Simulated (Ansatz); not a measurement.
TaC:
Space group P-6m2 (No. 187); a = b = 3.0025 Å, c = 2.8428 Å, α = β = 90.00°, γ = 120.00°

```csv
atom,site,symmetry,x,y,z
Ta,1e,-6m2,0.6667,0.3333,0.0000
C,1b,-6m2,0.0000,0.0000,0.5000
```

Relaxed at zero pressure with the program Ansatz at the LDA level (PAW).

The volume is lowered by 6 % and shape and atoms relax at that volume. What pressure results, and how do the axes share the change?

22.5 GPa; a -2.3 %, b -2.3 %, c -1.6 %; the energy rises by 44 meV/atom.

Give the new structure.


Space group P-6m2 (No. 187); a = b = 2.9341 Å, c = 2.7983 Å, α = β = 90.00°, γ = 120.00°

| atom | site | symmetry | x | y | z |
|---|---|---|---|---|---|
| Ta | 1e | -6m2 | 0.6667 | 0.3333 | 0.0000 |
| C | 1b | -6m2 | 0.0000 | 0.0000 | 0.5000 |

The phase is kept; no other phase was compared at this pressure.

The workflow started from a Materials Project entry (that database holds measured and hypothetical structures alike); the Crystallography Open Database copy checked does not list it. It is not the phase usual at ambient conditions (space group No. 225). The cell was relaxed with LDA under the symmetry of its start; of distortions, only those at the zone centre were tested. No spin polarisation was allowed. Spin–orbit coupling is left out wherever it is not named.

Potentials: the later of the program's two PAW sets.
